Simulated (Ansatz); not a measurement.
The relaxed structure here is a generated cell of TiS2: the first start was made by placing the elements on the sites of a structure type, and the end was not matched to a known phase here, so it may be hypothetical. Known forms of TiS2 include space group No. 164.

A relaxed structure of TiS₂. Space group P4₂/mnm (No. 136), rutile type. Calculation: PBEsol (plane waves to 420 eV, PAW, scalar-relativistic; Ansatz, a quantum-chemistry and plane-wave program).

Space group P4₂/mnm (No. 136); a = b = 5.8329 Å, c = 3.3367 Å, α = β = γ = 90.00°

| atom | site | symmetry | x | y | z |
|---|---|---|---|---|---|
| Ti | 2a | m.mm | 0.0000 | 0.0000 | 0.0000 |
| S | 4f | m.2m | 0.2997 | 0.2997 | 0.0000 |

- Volume per atom = 18.92 Å³
- Density = 3.28 g/cm³
- Band gap = zero (metallic)
- Shortest distances = S–Ti 2.35 Å; S–S 3.30 Å; Ti–Ti 3.34 Å
- k-mesh = 8×8×14

Band energies at high-symmetry points (eV from the Fermi level; labels of this space group; no spin-orbit coupling), from −5 eV up to 1.6 eV:

| point | energies |
|---|---|
| Γ | -4.72 -4.29 -3.35 -3.35 -2.67 -2.67 -1.29 -0.21 -0.21 -0.01 -0.01 -0.01 0.31 0.91 0.91 1.44 |
| X | -3.23 -3.23 -2.96 -2.96 -2.66 -2.66 -0.86 -0.86 -0.72 -0.72 0.57 0.57 1.48 1.48 |
| M | -4.99 -4.99 -3.01 -3.01 -2.71 -2.71 -2.47 -2.47 -1.22 -1.22 -0.53 -0.53 -0.12 -0.12 0.92 0.92 |
| Z | -4.42 -4.42 -3.93 -3.93 -3.90 -3.90 -3.07 -3.07 -2.24 -2.24 -1.88 -1.88 1.38 1.38 |
| R | -3.88 -3.88 -3.66 -3.66 -2.82 -2.82 -2.20 -2.20 -0.96 -0.96 0.21 0.21 |
| A | -4.69 -4.69 -3.13 -3.13 -3.03 -3.03 -1.22 -1.22 -0.90 -0.90 1.01 1.01 1.34 1.34 |

No spin polarisation in the result.

The run could not lose the symmetry of its start: the end is stationary, and may be a saddle point rather than a minimum.
